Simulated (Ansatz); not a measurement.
**Where the states of Ag lie**

```xyz
1
Lattice="0.0000 2.0431 2.0431 2.0431 0.0000 2.0431 2.0431 2.0431 0.0000" Properties=species:S:1:pos:R:3 pbc="T T T"
Ag    0.0000    0.0000    0.0000
```

The geometry is COD entry 9008459, unchecked; take it as a test cell.

All numbers below come from Ansatz 0.2.0, DFT, PBEsol, all-electron LAPW, scalar-relativistic.

Settings: a Γ-centred 15×15×15 k mesh, Fermi–Dirac smearing of 0.03 eV, basis error target 0.5 meV/atom, no spin polarisation.

States per eV and cell, averaged over 0.4 eV, from -7.8 to 6.8 eV, with energies (bin centres) from the Fermi level; empty bins are left out. The partial columns, the largest 2 alone, are projections on Löwdin-orthogonalised atomic shells (those that the program's projection atoms carry: the occupied ones and, for some elements, an empty d or f shell; other empty shells have no column), summed over atoms of an element. Weights on diffuse s and p shells depend on that basis and aren't pure angular character.

| E (eV) | total | Ag 4d | Ag 5s |
| --- | --- | --- | --- |
| -7.7 | 0.05 | 0.00 | 0.04 |
| -7.3 | 0.09 | 0.00 | 0.08 |
| -6.9 | 0.14 | 0.01 | 0.12 |
| -6.5 | 0.75 | 0.49 | 0.25 |
| -6.1 | 3.00 | 2.55 | 0.43 |
| -5.7 | 2.50 | 2.33 | 0.16 |
| -5.3 | 2.44 | 2.35 | 0.07 |
| -4.9 | 2.82 | 2.70 | 0.10 |
| -4.5 | 3.38 | 3.21 | 0.13 |
| -4.1 | 2.95 | 2.83 | 0.09 |
| -3.7 | 2.87 | 2.78 | 0.07 |
| -3.3 | 3.02 | 2.95 | 0.06 |
| -2.9 | 1.94 | 1.86 | 0.07 |
| -2.5 | 0.23 | 0.13 | 0.09 |
| -2.1 | 0.22 | 0.10 | 0.11 |
| -1.7 | 0.23 | 0.09 | 0.12 |
| -1.3 | 0.24 | 0.08 | 0.14 |
| -0.9 | 0.25 | 0.06 | 0.14 |
| -0.5 | 0.27 | 0.06 | 0.15 |
| -0.1 | 0.27 | 0.05 | 0.15 |
| 0.3 | 0.27 | 0.04 | 0.14 |
| 0.7 | 0.27 | 0.04 | 0.13 |
| 1.1 | 0.27 | 0.03 | 0.12 |
| 1.5 | 0.27 | 0.02 | 0.11 |
| 1.9 | 0.26 | 0.02 | 0.10 |
| 2.3 | 0.23 | 0.02 | 0.08 |
| 2.7 | 0.22 | 0.01 | 0.07 |
| 3.1 | 0.20 | 0.01 | 0.06 |
| 3.5 | 0.19 | 0.01 | 0.07 |
| 3.9 | 0.32 | 0.02 | 0.17 |
| 4.3 | 0.31 | 0.02 | 0.15 |
| 4.7 | 0.30 | 0.01 | 0.13 |
| 5.1 | 0.34 | 0.01 | 0.12 |
| 5.5 | 0.32 | 0.01 | 0.09 |
| 5.9 | 0.28 | 0.01 | 0.07 |
| 6.3 | 0.28 | 0.01 | 0.06 |
| 6.7 | 0.36 | 0.01 | 0.12 |

**Question.** Where is the centre of the filled Ag 4d states between -14 eV and the top of the filled states?

**Answer.** -4.48 eV from the Fermi level.
